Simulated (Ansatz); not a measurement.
**Bands of FeO**

```yaml
crystal:
  lattice:
    - [0.00000, 2.15540, 2.15540]
    - [2.15540, 0.00000, 2.15540]
    - [2.15540, 2.15540, 0.00000]
  atoms:
    - { symbol: Fe, position: [0.00000, 0.00000, 0.00000] }
    - { symbol: O, position: [0.50000, 0.50000, 0.50000] }
```

Atom numbers follow the list: Fe1, O2.

Conventional cell: a = 4.311 Å, b = 4.311 Å, c = 4.311 Å, α = 90.00°, β = 90.00°, γ = 90.00°. Fe (atom 1) has 6 O at 2.16 Å as nearest neighbours. Around O (atom 2) lie 6 Fe at 2.16 Å.

The cell is COD entry 9008636, as deposited and not checked against the literature; nothing was relaxed. It differs from other determinations.

Semilocal functionals without U often leave such compounds metallic or with too small a gap, and the real magnetic order may differ.

Other magnetic orders may lie lower; this is the state that the run reached.

Theory: Ansatz 0.2.0, DFT, PBE, all-electron LAPW, scalar-relativistic.

Sampling and basis: a Γ-centred 15×15×15 k mesh, Fermi–Dirac smearing of 0.03 eV, basis error target 1 meV/atom, spin-polarised from start moments Fe1 3 μB, ending with a cell moment of 4.00 μB.

Points in fractions of the reciprocal vectors of this cell: Γ (0, 0, 0), X (0.5, 0, 0.5), U (0.625, 0.25, 0.625), K (0.375, 0.375, 0.75), L (0.5, 0.5, 0.5), W (0.5, 0.25, 0.75). The path joins them by straight lines in the order Γ–X–U–K–Γ–L–W–X; legs that retrace an earlier one aren't tabulated. Energies are in eV from the Fermi level.

(1) Is there a gap?

(2) List the levels between -20 and 8.5 eV at the symmetry points.

Answers

(1) none: bands cross the Fermi level, a metal.

(2) 
Γ spin-up: -3.87 (×3), -3.87 (×3), -3.68 (×2), 0.01
Γ spin-down: -3.33 (×3), -0.73 (×3), 0.24 (×2), 0.81
X spin-up: -19.65, -7.42, -5.03 (×2), -4.79, -3.29, -2.81, -2.78 (×2), 5.21
X spin-down: -19.06, -6.95, -4.50 (×2), -2.13, 0.76 (×2), 0.79, 1.19, 6.55
U spin-up: -19.56, -7.16, -7.01, -6.06, -3.66, -2.91, -2.64, -2.48, -1.72, 6.71
U spin-down: -18.98, -6.57, -6.17, -4.90, -0.81, 0.57, 0.67, 1.34, 1.80, 7.96
K spin-up: -19.56, -7.16, -7.01, -6.06, -3.66, -2.91, -2.64, -2.48, -1.72, 6.71
K spin-down: -18.98, -6.57, -6.17, -4.90, -0.81, 0.57, 0.67, 1.34, 1.80, 7.96
L spin-up: -19.61, -8.80, -6.67 (×2), -3.05 (×2), -2.49, -0.36 (×2), 4.00, 8.40
L spin-down: -19.06, -8.06, -5.20 (×2), 0.41 (×2), 0.60, 2.82 (×2), 4.48
W spin-up: -19.53, -6.84 (×2), -6.69, -3.02 (×2), -2.92, -2.78, -1.74, 7.38
W spin-down: -18.96, -6.16 (×2), -5.59, -0.05 (×2), 0.76, 1.11, 1.85
